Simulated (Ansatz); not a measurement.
A sound run on GdZn (Pm-3m), U = 6 eV on Gd f (DFT, LDA+U, PAW with Ansatz's default frozen-core files, scalar-relativistic in Ansatz):

```yaml
crystal:
  lattice:
    - [3.618, 0.0, 0.0]
    - [0.0, 3.618, 0.0]
    - [0.0, 0.0, 3.618]
  atoms:
    - { symbol: Gd, position: [0.0, 0.0, 0.0], spin: 7.0 }
    - { symbol: Zn, position: [0.5, 0.5, 0.5] }
magnetization:
  spin_polarized: true
kpoints:
  mp_grid: { grid: [11, 11, 11] }
scf:
  occupations: { method: fermi_dirac, width: 0.05 }
hamiltonian:
  xc: lda
  pseudopotentials: { kind: paw }
  hubbard: { sites: [{ species: Gd, l: f, u_eff: 6 }] }
output:
  forces: true
  stress: true
  eigenvalues: true
  hubbard: { sites: [{ species: Gd, l: f }] }
  populations: true
  dos: { projected: true, de: 0.1, e_range: [-10, 8] }
  write_density: true
  write_potential: true
  elf: true
  volumetric_format: npy
```

It converged in 10 iterations. Site moments (μB): Gd1 7.28, Zn2 0.05. Cell moment 7.66 μB. Pressure -5.93 GPa.

The input is then changed, output keys apart:

```diff
+accuracy: medium
```

Q: What happens?

A: Self-consistency was reached. Free energy -12373.5375 eV against -12373.5375 eV, cell moment 7.66 μB, pressure -5.93 GPa. The change did no harm here: the energy is that of the sound run to 1 meV per atom.
```
Gd: projections on atomic orbitals take those of the free atom [Kr 4d10] 4f7 5s2 5p6 5d1 6s2, of charge +0.00 (hamiltonian.pseudopotentials.projection_atoms); the dataset's partial waves leave at most 2.5e-4 of an orbital's norm unspanned inside its sphere
Zn: projections on atomic orbitals take those of the free atom [Ar] 3d10 4s2, of charge +0.00 (hamiltonian.pseudopotentials.projection_atoms); the dataset's partial waves leave at most 6.8e-7 of an orbital's norm unspanned inside its sphere
Engine: ansatz 0.2.0
Pseudopotentials: kind: paw
Pseudopotential: Gd, paw, valence charge 18, recommended cutoff 420 eV (normal), Gd.paw.azcp
Pseudopotential: Zn, paw, valence charge 12, recommended cutoff 420 eV (normal), Zn.paw.azcp
Functional definition: SPW92
  exchange = slater_x
  correlation = pw_c
Crystal: 2 atoms, lattice volume = 47.359 Å³
Basis set: ecut = 420 eV, 925 PW (Γ)
Bands: 23, of which v1, the nominal top of the filled ones, is band 15 counted from 1 (14 counted from 0)
Symmetry: 48 space group operations
Space group: Pm-3m (ITA 221), of the structure as read, at distance tolerance 3.6e-5 Å
Magnetic group: BNS 221.92 (UNI 1594), of the structure as read, at distance tolerance 3.6e-5 Å
k-points: 56 of 1331
Non-local potential: Gd, projectors of the file, l = 0: 3, l = 1: 2, l = 2: 2, l = 3: 3
Non-local potential: Zn, projectors of the file, l = 0: 2, l = 1: 2, l = 2: 3, l = 3: 1
PAW form: soft (Blöchl's): semilocal exchange-correlation on the pseudo side does not see the compensation charge
[...]
  atom   1  Gd    -0.00000000     0.00000000     0.00000000
  atom   2  Zn     0.00000000     0.00000000     0.00000000
  max |Σ_I F_I| component: 6.44e-30 eV/Å
--- Stress (GPa, compression-positive) ---
       -5.928598      -0.000000       0.000000
        0.000000      -5.928598       0.000000
        0.000000       0.000000      -5.928598
  P = ⅓ Tr σ = -5.9286 GPa (-59.286 kbar)
--- Band table (eV; the first three rows and the last of 112) ---
  k-point 0 ↑: bands = ["-33.7999", "-11.0152", "-11.0152", "-11.0152", "3.4339", "3.4339", "3.4339", "3.4525", "3.4525", "3.4525", "3.4771", "4.5059", "4.5059", "4.5450", "4.6886", "4.6886", "4.6886", "11.0956", "11.0956", "15.6182", "15.6182", "15.6182", "16.3257"]
  k-point 1 ↑: bands = ["-33.7983", "-11.0468", "-11.0125", "-11.0125", "3.4286", "3.4353", "3.4353", "3.4462", "3.4540", "3.4540", "3.4737", "4.5151", "4.5213", "4.6720", "4.6888", "4.6888", "4.6933", "11.1103", "11.1242", "14.9326", "14.9326", "15.6286", "15.8356"]
  k-point 2 ↑: bands = ["-33.7941", "-11.1304", "-11.0054", "-11.0054", "3.4146", "3.4300", "3.4361", "3.4361", "3.4609", "3.4609", "3.4645", "4.5393", "4.5611", "4.6895", "4.6895", "4.7059", "5.0426", "10.9932", "11.2038", "14.1014", "14.1014", "15.1937", "15.6567"]
  k-point 55 ↓: bands = ["-30.6830", "-8.9947", "-8.9935", "-8.9935", "4.6375", "4.6456", "4.6456", "4.8340", "4.8340", "9.5153", "10.0697", "10.0697", "11.3838", "14.4882", "14.4892", "14.4892", "14.5978", "14.6009", "14.6009", "14.8537", "17.3612", "17.3612", "17.4008"]
Occupation matrices written to <dir>
--- Löwdin populations: 2 sites ---
  site symbol       q [e]    m [muB]
     0     Gd     18.6188     7.6135
     1     Zn     11.0449    -0.0189
  spilling = 0.011211 (of n_electrons = 30.000000)
```
